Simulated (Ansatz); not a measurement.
TaSi (rock salt), relaxed with r²SCAN (Ansatz, a program for electronic structure, plane waves, PAW): a = b = c = 5.1283 Å, α = β = γ = 90.00°.

ΔH_f (eV/atom): -0.05
B₀ by P(V) fit (GPa): 170
K_Hill (GPa): 169
G_Hill (GPa): 80.2
Θ_D (K): 362

The same phase is relaxed and computed with PBE in the same code. What are the cell and these values now?

a = b = c = 5.1497 Å, α = β = γ = 90.00°.

- ΔH_f (eV/atom): -0.05
- B₀ by P(V) fit (GPa): 162
- K_Hill (GPa): 161
- G_Hill (GPa): 69.9
- Θ_D (K): 339

Constructed cells (a structure type filled with these elements, in neither database checked): TaSi, rock salt. All cells were relaxed under the symmetry of their starts (and spin orders); stability against distortions was not tested throughout. Rows with no word on spin ran without spin polarisation. Scalar-relativistic: spin–orbit coupling is off unless named, which matters more the heavier the elements.

Potentials: the later of the program's two PAW sets.

Ansatz is a plane-wave DFT program.

Formation energies count from the lowest solids of the elements computed at the same level, not from gases.
